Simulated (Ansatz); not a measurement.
Theory: DFT PBE, scalar-relativistic, plane waves, PAW (Ansatz 0.2.0). All cells share a 420 eV cutoff and Γ-centred k meshes spaced at most about 0.3 Å⁻¹ (about 0.25 or finer for metals, 2π included). No spin polarisation in the final relaxations.

Each of these unrelaxed guesses is relaxed in cell and atoms within its symmetry. A guess keeps its type if space group and coordination stay and the shape of the cell changes little (axis ratios within about 15 %, angles within 6°); the volume may change.

1. TaSi

```cif
data_structure
_symmetry_space_group_name_H-M 'Pm-3m'
_symmetry_Int_Tables_number 221
_cell_length_a 3.3770
_cell_length_b 3.3770
_cell_length_c 3.3770
_cell_angle_alpha 90.000
_cell_angle_beta 90.000
_cell_angle_gamma 90.000
_cell_volume 38.51
loop_
_atom_site_label
_atom_site_type_symbol
_atom_site_symmetry_multiplicity
_atom_site_Wyckoff_symbol
_atom_site_fract_x
_atom_site_fract_y
_atom_site_fract_z
_atom_site_occupancy
Ta1 Ta 1 b 0.50000 0.50000 0.50000 1
Si1 Si 1 a 0.00000 0.00000 0.00000 1
```

2. Pt3F2

```cif
data_structure
_symmetry_space_group_name_H-M 'R-3m:H'
_symmetry_Int_Tables_number 166
_cell_length_a 6.0192
_cell_length_b 6.0192
_cell_length_c 7.3720
_cell_angle_alpha 90.000
_cell_angle_beta 90.000
_cell_angle_gamma 120.000
_cell_volume 231.31
loop_
_atom_site_label
_atom_site_type_symbol
_atom_site_symmetry_multiplicity
_atom_site_Wyckoff_symbol
_atom_site_fract_x
_atom_site_fract_y
_atom_site_fract_z
_atom_site_occupancy
Pt1 Pt 9 d 0.83333 0.16667 0.16667 1
F1 F 6 c 0.00000 0.00000 0.75000 1
```

Task: Which keep their type?

Result: Guess 1 keeps its type.

```tsv
guess	kept	start group	end group	V start (Å³/atom)	V end	b/a and c/a, end over start	nearest neighbours start	nearest neighbours end
1	yes	Pm-3m	Pm-3m	19.3	15.7	1.00, 1.00	Si 8, Ta 8	Si 8, Ta 8
2	no	R-3m	R-3m	15.4	15.8	1.00, 0.63	F 3, Pt 2	F 3, Pt 2
```

Neighbours count within 15 % of an atom's shortest distance; end groups are read at 0.02 Å (0.05 Å in metals).

These runs have no spin–orbit coupling, which can matter for Pt and Ta. A magnetic state wasn't ruled out in cells without spin, among them TaSi Pm-3m. Cells relaxed within their symmetry can be saddle points.
